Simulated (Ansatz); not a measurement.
BN:
```
CELL_PARAMETERS angstrom
      2.54332     0.00000     0.00000
     -1.27166     2.20258     0.00000
      0.00000     0.00000     4.20679
ATOMIC_POSITIONS crystal
  B  0.66667 0.33333 0.99980
  B  0.33333 0.66667 0.49980
  N  0.66667 0.33333 0.62520
  N  0.33333 0.66667 0.12520
```

Relaxed with r²SCAN. Special points in fractions of this cell's reciprocal vectors: Γ (0.000, 0.000, 0.000); M (0.500, 0.000, 0.000); K (0.333, 0.333, 0.000); A (0.000, 0.000, 0.500); L (0.500, 0.000, 0.500); H (0.333, 0.333, 0.500).

List the band energies nearest the valence-band maximum at these points for the program Ansatz at the r²SCAN level (PAW).

In eV from the valence-band maximum; about four levels below and three above (degenerate sets whole), none deeper than 8.9 eV; points with the same levels are listed once.

```
k                          below                                above
-  -----------------------------  -----------------------------------
Γ    -2.21 -2.21 -0.27 0.00 0.00                       9.11 9.11 9.33
M        -7.21 -5.19 -4.53 -2.20                      7.31 8.62 11.41
K  -7.55 -7.55 -5.64 -5.63 -5.63                     5.74 14.47 14.47
A        -1.22 -1.22 -1.22 -1.22  10.25 10.25 10.72 10.72 10.72 10.72
L        -3.92 -3.92 -3.73 -3.73                7.21 7.21 10.73 10.73
H        -7.99 -7.99 -3.16 -3.16              10.04 10.04 10.97 10.97
```

Space group P6_3mc (wurtzite). Symmetry was held in the r²SCAN relaxation.

Potentials: the earlier of the program's two PAW sets.
